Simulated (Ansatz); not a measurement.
As:
```yaml
crystal:
  lattice:
    - [0.00000, 2.10981, 2.10981]
    - [2.10981, 0.00000, 2.10981]
    - [2.10981, 2.10981, 0.00000]
  atoms:
    - { symbol: As, position: [0.00000, 0.00000, 0.00000] }
```

Relaxed with r²SCAN+D4. Special points in fractions of this cell's reciprocal vectors: Γ (0.000, 0.000, 0.000); X (0.500, 0.000, 0.500); U (0.625, 0.250, 0.625); K (0.375, 0.375, 0.750); L (0.500, 0.500, 0.500); W (0.500, 0.250, 0.750).

### Question
List the band energies nearest the Fermi level at these points for the program Ansatz at the r²SCAN+D4 level (PAW).

### Answer
In eV from the Fermi level; about four levels below and three above (degenerate sets whole), none deeper than 8.9 eV; … stands for higher levels left out; points with the same levels are listed once.

| k | below | above |
|---|---|---|
| Γ | – | 6.12 6.12 6.12 |
| X | -6.16 | 0.47 0.47 … |
| U | -5.06 -3.75 | 1.43 … |
| L | -7.25 | 4.24 4.24 … |
| W | -8.89 -3.99 -3.99 -1.85 | … |

Space group Fm-3m (fcc (Cu type)). A made-up cell: these elements were put on the sites of a structure type; neither database checked (COD, Materials Project) lists it. It is not the phase usual at ambient conditions (space group No. 166). The cell was relaxed with r²SCAN+D4 under the symmetry of its start. At this level the phase is mechanically unstable. Spin–orbit coupling is left out wherever it is not named.

Potentials: the earlier of the program's two PAW sets.
